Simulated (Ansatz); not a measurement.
Recipe of this trial structure of ZnRuC6N6: cyanide-bridged rock-salt net of two metals, 0 guest cations a cell (Fm-3m, No. 225). Lengths were set from tabulated atomic sizes, so they are only a guess.

```cif
data_structure
_symmetry_space_group_name_H-M 'P 1'
_symmetry_Int_Tables_number 1
_cell_length_a 7.1729
_cell_length_b 7.1729
_cell_length_c 7.1729
_cell_angle_alpha 60.000
_cell_angle_beta 60.000
_cell_angle_gamma 60.000
_cell_volume 260.96
loop_
_atom_site_label
_atom_site_type_symbol
_atom_site_fract_x
_atom_site_fract_y
_atom_site_fract_z
_atom_site_occupancy
Zn1 Zn 0.00000 0.00000 0.00000 1
Ru1 Ru 0.50000 0.50000 0.50000 1
C1 C 0.81102 0.18898 0.18898 1
C2 C 0.18898 0.81102 0.18898 1
C3 C 0.18898 0.18898 0.81102 1
C4 C 0.18898 0.81102 0.81102 1
C5 C 0.81102 0.18898 0.81102 1
C6 C 0.81102 0.81102 0.18898 1
N1 N 0.69568 0.30432 0.30432 1
N2 N 0.30432 0.69568 0.30432 1
N3 N 0.30432 0.30432 0.69568 1
N4 N 0.30432 0.69568 0.69568 1
N5 N 0.69568 0.30432 0.69568 1
N6 N 0.69568 0.69568 0.30432 1
```

All numbers below come from Ansatz, DFT PBE, scalar-relativistic, plane waves, PAW. Cutoff 420 eV, Gaussian smearing, Γ-centred meshes. Cell and atoms relax first on a coarse mesh and then on a finer one. In between, the cell is made exact in the group found at 0.06 Å. In metals the finer mesh still leaves noise of several meV/atom or more. The steps can't lower the symmetry of their start. Collinear spin, starting moments Ru 1.0 μB.

A guess keeps its type if space group and coordination stay and the shape of the cell changes little (axis ratios within about 15 %, angles within 6°); the volume may change.

Problem. Does it keep its structure type, or change into something else?

Solution. It keeps its type. The symmetry stays Fm-3m (No. 225). The volume per atom grows by 18.3 %, from 18.6 to 22.0 Å³. The shortest distance stays 1.17 Å (C–N). Counting neighbours within 15 % of an atom's shortest distance, the start has C 1, N 1, Ru 6, Zn 6 and the end C 1, N 1, Ru 6, Zn 6.

The last run used collinear spin, a 6×6×6 mesh for its 14-atom cell and Gaussian smearing of 0.10 eV. Another magnetic order may lie lower. Symmetry constrained the relaxation, so the result can be a saddle point. Another cell of ZnRuC6N6 relaxed alike, in Fm-3m, lies 163 meV/atom lower, so this cell isn't the stable form at this level.
